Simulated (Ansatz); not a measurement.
Input:

Relaxed MgB2 (AlB2 type, space group P6/mmm):

```
CELL_PARAMETERS angstrom
      6.14864     0.00000     0.00000
     -1.53716     2.66244     0.00000
      0.00000     0.00000     3.52754
ATOMIC_POSITIONS crystal
  Mg 0.00000 0.00000 0.00000
  Mg 0.50000 0.00000 0.00000
  B  0.16667 0.66667 0.50000
  B  0.66667 0.66667 0.50000
  B  0.33333 0.33333 0.50000
  B  0.83333 0.33333 0.50000
```

The atoms are displaced by Q × the pattern below (from a DFPT mode at M = (0.5, 0.0, 0.0), largest move 1; Q in Å), at fixed cell. (q is in reciprocal vectors of the primitive cell; the cell shown is doubled to hold the pattern.)

```
atom      x      y       z
----  -----  -----  ------
Mg1   0.000  0.000   1.000
Mg2   0.000  0.000  -1.000
B3    0.000  0.000   0.114
B4    0.000  0.000  -0.114
B5    0.000  0.000  -0.114
B6    0.000  0.000   0.114
```

These are PBE (plane waves to 420 eV, PAW, scalar-relativistic; Ansatz, a program for electronic structure) values and carry that method's errors. k mesh 17×17×13 (Γ-centred), Fermi-Dirac smearing 0.05 eV. E stands for the smeared free energy. With partly filled bands, energies and forces of such displacements shift with the k mesh and the smearing. MgB2 was relaxed with its symmetry unable to fall. ΔE is measured from the undisplaced structure.

The scan covers Q from -0.180 to 0.180 Å in 13 points.

Problem. Which space group does the distorted structure have?

Solution. Pmmn (No. 59), lowered from P6/mmm.

Problem. What is the energy change at Q = 0.180 Å?

Solution. 202 meV/cell.

Problem. What harmonic wavenumber does the curvature at Q = 0 give?

Solution. 261 cm⁻¹.

(For displaced atoms, the force is minus the slope of the energy, and its curvature is a force constant, which sets phonon frequencies.)
